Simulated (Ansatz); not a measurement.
BPt:
```cif
data_B2Pt2
_chemical_formula_sum 'Pt2 B2'
_space_group_name_H-M_alt 'P 1'
_space_group_IT_number 1
_cell_length_a 3.71160
_cell_length_b 3.71160
_cell_length_c 3.68809
_cell_angle_alpha 90.000
_cell_angle_beta 90.000
_cell_angle_gamma 120.000
loop_
_space_group_symop_operation_xyz
  'x, y, z'
loop_
_atom_site_label
_atom_site_type_symbol
_atom_site_fract_x
_atom_site_fract_y
_atom_site_fract_z
_atom_site_occupancy
Pt1 Pt 0.33333 0.66667 0.25000 1
Pt2 Pt 0.66667 0.33333 0.75000 1
B1 B 0.00000 0.00000 0.00000 1
B2 B 0.00000 0.00000 0.50000 1
```

Relaxed with r²SCAN.

Problem. Tabulate the valence density and the electron localisation function along the shortest Pt–Pt contact (2.83 Å), DFT-r²SCAN in the program Ansatz with PAW potentials.

Solution. 

```csv
distance from Pt (Å),density (e/Å³),ELF
0.28,10.31,0.67
0.42,8.25,0.66
0.57,5.71,0.62
0.71,3.34,0.53
0.85,1.67,0.41
0.99,0.84,0.30
1.13,0.52,0.26
1.27,0.38,0.25
1.41,0.34,0.26
1.55,0.38,0.25
1.70,0.52,0.26
1.84,0.84,0.30
1.98,1.67,0.41
2.12,3.34,0.53
2.26,5.71,0.62
2.40,8.25,0.66
2.54,10.31,0.67
```

The density is the valence pseudo-density with augmentation charge, so density and ELF within about 1 Å of a nucleus are not all-electron values.

Space group P6_3/mmc (NiAs type). The workflow started from an entry of the Crystallography Open Database (COD). Whether it is the stable phase at ambient conditions was not checked. The cell was relaxed with r²SCAN under the symmetry of its start; its stability against distortions is not shown here. The run is not spin-polarised. Scalar-relativistic: spin–orbit coupling is off unless named, which matters more the heavier the elements.

Potentials: the later of the program's two PAW sets.
